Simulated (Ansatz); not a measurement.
Relaxed Cu (fcc, Cu type):

```xyz
4
Lattice="3.6288 0.0000 0.0000 0.0000 3.6288 0.0000 0.0000 0.0000 3.6288" Properties=species:S:1:pos:R:3 pbc="T T T"
Cu     0.0000     0.0000     0.0000
Cu     1.8144     1.8144     0.0000
Cu     1.8144     0.0000     1.8144
Cu     0.0000     1.8144     1.8144
```

In each cell atom 4 (Cu, nearest neighbour Cu at 2.566 Å; its periodic images, 3.6 Å or more away, move with it) moves by s·(1.000, 0.000, 0.000) (along Cartesian x), the rest being held.

Level of theory: PBE (plane waves to 420 eV, PAW, scalar-relativistic; Ansatz, a program for electronic structure). k mesh 10×10×10 (Γ-centred), Fermi-Dirac smearing 0.05 eV. E stands for the smeared free energy. With partly filled bands, energies and forces of such displacements shift with the k mesh and the smearing. Cu is run without spin polarisation. Cu was relaxed with its symmetry unable to fall. The PAW data are Ansatz's earlier set. The zero of ΔE is the undisplaced structure. The last digit holds for this mesh only.

```csv
s (Å),ΔE (meV/cell)
-0.260,230.5
-0.208,146.2
-0.156,81.7
-0.104,withheld
-0.052,9.0
0.000,0.0
0.052,9.0
0.104,withheld
0.156,81.7
0.208,146.2
0.260,230.5
```

**Question.** Fit an even polynomial form (powers 2, 4) to the given rows and predict ΔE at s = 0.104.

**Answer.** Least squares on the 9 given rows: ΔE = (3326)·s² + (1233)·s⁴, in meV/cell with s in Å; root-mean-square residual 0.02 meV/cell. At 0.104 the fit gives 36.1 meV/cell; the calculation gives 36.1 meV/cell, the same to the digits shown. The quadratic term alone would give 36.0 meV/cell.

(For displaced atoms, the force is minus the slope of the energy, and its curvature is a force constant, which sets phonon frequencies.)
